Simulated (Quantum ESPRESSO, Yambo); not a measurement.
K2CO3 (space group C2/c, No. 15): one geometry, one set of PBEsol (pw.x of Quantum ESPRESSO, ONCV potentials, no spin-orbit coupling) orbitals, self-energies from Yambo (2×2×2 Γ-centred k mesh, 274 bands and a 7 Ry block in the screening, 274 bands in G with the Bruneval-Gonze terminator, plasmon pole fitted at 27.2 eV).

| level | gap Γ → Γ (eV) |
|---|---|
| PBEsol (Quantum ESPRESSO) | 4.01 |
| exchange only (Hartree-Fock self-energy on PBEsol orbitals) | ___ |
| static COHSEX@PBEsol | ___ |
| G0W0@PBEsol, plasmon pole | 6.68 |

### Question
Some entries are withheld; supply them.

### Answer

- exchange only (Hartree-Fock self-energy on PBEsol orbitals), gap Γ → Γ (eV): 14.40
- static COHSEX@PBEsol, gap Γ → Γ (eV): 7.81

Bare exchange has no screening and gives the widest gap; static COHSEX screens it but leaves out the frequency dependence, which G0W0 restores.

Nearest settings tried, and what they do to the gap: 180 bands in W, 180 bands in G: +27 meV; 6 Ry block (309 vectors against 399): -33 meV; 2×2×1 mesh: -45 meV. So the settings aren't converged at that level. The k mesh is coarse.

Geometry of the Materials Project entry, not relaxed at this level; primitive cell a = b = 5.742 Å, c = 6.706 Å, α = β = 95.34°, γ = 121.68°.
